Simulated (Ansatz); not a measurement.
## Calculated with Ansatz: ZrAsBr, relaxation

Run with:

```bash
ansatz run input.yaml --threads 2 --pin off --max-ram 2560MiB --backend cpu --events-out ev --progress --plain --runs-dir out
```

The input file (Ansatz 0.2.0, plane waves):

```yaml
crystal:
  lattice:
    - [3.952289, 0.0, 0.0]
    - [0.0, 3.952289, 0.0]
    - [0.0, 0.0, 8.310628]
  atoms:
    - { symbol: As, position: [0.0, 0.0, 0.0] }
    - { symbol: As, position: [0.5, 0.5, 0.0] }
    - { symbol: Br, position: [0.5, 0.0, 0.6315] }
    - { symbol: Br, position: [0.0, 0.5, 0.3685] }
    - { symbol: Zr, position: [0.5, 0.0, 0.2696] }
    - { symbol: Zr, position: [0.0, 0.5, 0.7304] }
  symmetry: { tolerance: 0.0003 }
kpoints:
  mp_grid: { grid: [5, 5, 3], shift: [0, 0, 0] }
magnetization:
  noncollinear: true
  spin_orbit: true
scf:
  occupations: { method: fermi_dirac, width: 0.066 }
  lower_state_search: "off"
hamiltonian:
  pseudopotentials: { kind: paw_fr }
  xc: pbe
basis:
  ecutwfc: 420
  fft_grid_basis: typed
relax:
  max_steps: 60
output:
  forces: true
  stress: true
  eigenvalues: true
  bader: true
  populations: true
  elf: true
  write_potential: true
  volumetric_format: npy
  dos:
    e_range: [-12, 8]
    de: 0.05
    projected: { site_lists: { As: [As], Br: [Br], Zr: [Zr] } }
    method: { smearing: { sigma: 0.1, scheme: gaussian } }
checkpoint:
  read: saved_state
```

Origin of the cell: a known structure type with other elements, at an estimated volume, so it need not be a known compound.

The saved state is a converged single point of the same cell.

Output (shortened):

```
SCF iter   1: F=—  HF=-23651.911833 eV  Δρ=1.99e-3  dr2=1.02e-2  dr2_m=0.00e0 (ungated)  |M|=0.00e0 ∫|m|=0.00e0 μB
SCF iter   2: F=—  HF=-23651.911530 eV  Δρ=1.41e-3  dr2=4.81e-3  dr2_m=0.00e0 (ungated)  |M|=0.00e0 ∫|m|=0.00e0 μB
SCF iter   3: F=—  HF=-23651.911460 eV  Δρ=3.39e-4  dr2=4.07e-4  dr2_m=0.00e0 (ungated)  |M|=0.00e0 ∫|m|=0.00e0 μB
SCF iter   4: F=—  HF=-23651.911430 eV  Δρ=1.13e-4  dr2=5.83e-5  dr2_m=0.00e0 (ungated)  |M|=0.00e0 ∫|m|=0.00e0 μB
SCF iter   5: F=—  HF=-23651.911375 eV  Δρ=6.44e-5  dr2=1.54e-5  dr2_m=0.00e0 (ungated)  |M|=0.00e0 ∫|m|=0.00e0 μB
SCF iter   6: F=—  HF=-23651.911374 eV  Δρ=1.97e-5  dr2=7.04e-7  dr2_m=0.00e0 (ungated)  |M|=0.00e0 ∫|m|=0.00e0 μB
SCF iter   7: F=—  HF=-23651.911374 eV  Δρ=5.79e-6  dr2=1.30e-7  dr2_m=0.00e0 (ungated)  |M|=0.00e0 ∫|m|=0.00e0 μB
SCF iter   8: F=-23651.911374 eV  HF=-23651.911374 eV  Δρ=1.33e-6  dr2=2.79e-9  dr2_m=0.00e0 (ungated)  |M|=0.00e0 ∫|m|=0.00e0 μB
relax step   1: F+E_penalty+E_count = -23651.911374 eV  Δ(F+E_penalty+E_count) = +0.000e0 eV  max|allowed force component| = 2.470e0 eV/Å  Δτ_max = 0.0000 Å  (8 SCF iters, accepted)
relax step   2: F+E_penalty+E_count = -23652.764801 eV  Δ(F+E_penalty+E_count) = -8.534e-1 eV  max|allowed force component| = 1.518e0 eV/Å  Δτ_max = 0.1950 Å  (7 SCF iters, dr2 threshold 1.00e-4 eV, accepted)
relax step   3: F+E_penalty+E_count = -23653.040475 eV  Δ(F+E_penalty+E_count) = -2.757e-1 eV  max|allowed force component| = 2.503e-1 eV/Å  Δτ_max = 0.1951 Å  (8 SCF iters, dr2 threshold 1.00e-4 eV, accepted)
relax step   4: F+E_penalty+E_count = -23653.045701 eV  Δ(F+E_penalty+E_count) = -5.226e-3 eV  max|allowed force component| = 7.678e-2 eV/Å  Δτ_max = 0.0224 Å  (6 SCF iters, dr2 threshold 3.91e-6 eV, accepted)
relax step   5: F+E_penalty+E_count = -23653.046260 eV  Δ(F+E_penalty+E_count) = -5.595e-4 eV  max|allowed force component| = 3.602e-3 eV/Å  Δτ_max = 0.0054 Å  (6 SCF iters, dr2 threshold 3.68e-7 eV, accepted)
relax step   6: F+E_penalty+E_count = -23653.046260 eV  Δ(F+E_penalty+E_count) = -4.823e-8 eV  max|allowed force component| = 3.768e-3 eV/Å  Δτ_max = 0.0000 Å  (3 SCF iters, accepted)
SCF 6 converged in 3 iterations: F = -23653.046260 eV  dr2 = 4.63e-8
SCF converged after 3 iterations
Magnetization: |M| = 0.0000 μB,  M = (+0.0000, +0.0000, +0.0000) μB
Absolute magnetization: 0.0000 μB (∫|m|)
  site 0: m = (+0.0000, +0.0000, +0.0000) μB, |m| = 0.0000 μB  (R = 1.12 Å)
  site 1: m = (+0.0000, +0.0000, +0.0000) μB, |m| = 0.0000 μB  (R = 1.12 Å)
  site 2: m = (+0.0000, +0.0000, +0.0000) μB, |m| = 0.0000 μB  (R = 1.26 Å)
  site 3: m = (+0.0000, +0.0000, +0.0000) μB, |m| = 0.0000 μB  (R = 1.26 Å)
  site 4: m = (+0.0000, +0.0000, +0.0000) μB, |m| = 0.0000 μB  (R = 1.12 Å)
  site 5: m = (+0.0000, +0.0000, +0.0000) μB, |m| = 0.0000 μB  (R = 1.12 Å)
Free energy (F): -23653.046260 eV
Harris-Foulkes:  -23653.046260 eV  (|F-HF|=9.52e-9)
Internal energy: -23652.977785 eV  (E = F + TS)
E sigma→0 (E₀):  -23653.012023 eV
Entropy (-TS):   -0.068475 eV (-11.413 meV/atom)
Fermi energy:    12.491430 eV
--- Per-component energies (eV) ---
  E_band       = -632.257780
  E_kinetic    = 1144.691473
  E_local      = -7124.429901  (includes V_loc(G=0)·N_el)
  E_nonlocal   = -1036.618795
  E_hartree    = 3429.042078
  E_xc         = -1013.045530
  E_vxc        = -751.093174  (∫ρ·V_xc dr)
  E_paw        = -14076.694773  (= ΣΔE_a)
  E_vpaw       = 277.114844  (= ΣTr[D̂ρ^β])
  E_aug_tail   = 0.000065  (compensation charges beyond the density's cutoff)
  E_ewald      = -4975.922402
  E_smearing   = -0.068475  (= −TS)
  Σ components = -23653.046260   (vs F -23653.046260, Δ=0.00e0)
--- Forces (eV/Å), atoms counted from 1 ---
  atom   1  As     0.000000     0.000000    -0.000000
  atom   2  As     0.000000     0.000000    -0.000000
  atom   3  Br    -0.000000     0.000000    -0.000530
  atom   4  Br    -0.000000     0.000000     0.000530
  atom   5  Zr     0.000000     0.000000    -0.003768
  atom   6  Zr     0.000000     0.000000     0.003768
  max |Σ_I F_I| component: 1.73e-18 eV/Å
--- Stress (GPa, compression-positive) ---
        2.940884       0.000000       0.000000
        0.000000       2.940884       0.000000
        0.000000       0.000000       2.797104
  P = ⅓ Tr σ = 2.8930 GPa (28.930 kbar)
--- Relaxed structure (6 steps of the walk, 6 accepted, 0 SCFs on fresh bases) ---
  F+E_penalty+E_count = -23653.046260 eV   max|allowed force component| = 3.768e-3 eV/Å
  atoms:
    - { symbol: As, position: [0.0, 0.0, 0.0] }
    - { symbol: As, position: [0.5, 0.5, 0.0] }
    - { symbol: Br, position: [0.5, 0.0, 0.623573] }
    - { symbol: Br, position: [0.0, 0.5, 0.376427] }
    - { symbol: Zr, position: [0.5, 0.0, 0.224688] }
    - { symbol: Zr, position: [0.0, 0.5, 0.775312] }
--- Löwdin populations: 6 sites ---
  site symbol       q [e]
     0     As     15.0726
     1     As     15.0726
     2     Br      7.2035
     3     Br      7.2035
     4     Zr     11.5855
     5     Zr     11.5855
  spilling = 0.004069 (of n_electrons = 68.000000)
--- Bader charges: 6 sites ---
  site symbol  charge [e]  shift [e]  m_x [muB]  m_y [muB]  m_z [muB]
     0     As     -0.7574     0.0004     0.0000     0.0000     0.0000
     1     As     -0.7574     0.0004     0.0000     0.0000     0.0000
     2     Br     -0.7348     0.0000     0.0000     0.0000     0.0000
     3     Br     -0.7348     0.0000     0.0000     0.0000     0.0000
     4     Zr      1.4922     0.0004     0.0000     0.0000     0.0000
     5     Zr      1.4922     0.0004     0.0000     0.0000     0.0000
  estimated error of the sums over rays = 7.0e-4 e
```

Before:

Space group P4/nmm (No. 129); the run's cell has a = 3.952 Å, b = 3.952 Å, c = 8.311 Å, α = 90.00°, β = 90.00°, γ = 90.00°. Shortest distances: As–As 2.79 Å, Br–Zr 2.91 Å, As–Zr 2.99 Å, Br–Br 3.55 Å.

After:

Space group P4/nmm (No. 129); the run's cell has a = 3.952 Å, b = 3.952 Å, c = 8.311 Å, α = 90.00°, β = 90.00°, γ = 90.00°. Shortest distances: As–Zr 2.72 Å, As–As 2.79 Å, Br–Zr 3.07 Å, Br–Br 3.47 Å.

```yaml
Free_energy_lowered_by: 189.1 meV/atom
Final_pressure: 2.89 GPa
Relaxation_steps_listed: 6
```

Caveats: no moments, though an odd count or open d shells may carry them; the SCF threshold is looser than advised for a stress; the k mesh is coarse if the cell is a metal; the relaxation held the start's symmetry, so the end may be a saddle point.

The run took 210 s of wall time on 2 CPU thread(s) of a shared host, from a saved density.
